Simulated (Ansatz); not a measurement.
Bi₂Se₃:
```yaml
crystal:
  lattice:
    - [4.13769, 0.00000, 0.00000]
    - [-2.06885, 3.58335, 0.00000]
    - [0.00000, 0.00000, 40.00000]
  atoms:
    - { symbol: Se, position: [0.00000, 0.00000, 0.50000] }
    - { symbol: Bi, position: [0.33333, 0.66667, 0.54860] }
    - { symbol: Se, position: [0.33333, 0.66667, 0.41260] }
    - { symbol: Bi, position: [0.66667, 0.33333, 0.45140] }
    - { symbol: Se, position: [0.66667, 0.33333, 0.58740] }
```
The layer is periodic in x and y and isolated along z.

In-plane strain on the r²SCAN+D4-relaxed layer, atoms relaxed; r²SCAN+D4 in the plane-wave PAW code Ansatz. Band edges on the k-mesh, from the upper vacuum level. Strained cells keep their symmetry and size, so buckling under compression is not allowed; words on stability below refer to the unstrained layer.

```tsv
strain x / y (%)	ΔE (meV/atom)	tension xx (N/m)	tension yy (N/m)	thickness (Å)	VBM (eV)	CBM (eV)
-4 / -4	___	___	___	___	___	___
-2 / -2	___	___	___	___	___	___
-1 / 0	0.7	-0.73	-0.18	7.03	-6.16	-4.91
0 / 0	0.0	0.00	0.00	6.99	-6.20	-4.98
1 / 0	0.7	0.71	0.18	6.95	-6.22	-5.06
2 / 2	6.5	1.69	1.69	6.84	-6.29	-5.27
4 / 4	25.1	3.14	3.14	6.69	-6.37	-5.53
```

Q: Some entries are withheld; supply them.

A: 
- -4 / -4, ΔE (meV/atom): 29.0
- -4 / -4, tension xx (N/m): -4.24
- -4 / -4, tension yy (N/m): -4.24
- -4 / -4, thickness (Å): 7.29
- -4 / -4, VBM (eV): -5.83
- -4 / -4, CBM (eV): -4.32
- -2 / -2, ΔE (meV/atom): 7.0
- -2 / -2, tension xx (N/m): -1.96
- -2 / -2, tension yy (N/m): -1.96
- -2 / -2, thickness (Å): 7.14
- -2 / -2, VBM (eV): -6.06
- -2 / -2, CBM (eV): -4.66

Space group P-3m1 (quintuple layer). A layer that has been made, often on a substrate. The cell was relaxed with r²SCAN+D4 under the symmetry of its start; whether a distortion lowers the energy is not shown. Scalar-relativistic: spin–orbit coupling is off unless named, which matters more the heavier the elements.

Potentials: the later of the program's two PAW sets.

Edges and masses are those of Kohn–Sham bands, whose gap is no quasiparticle gap.
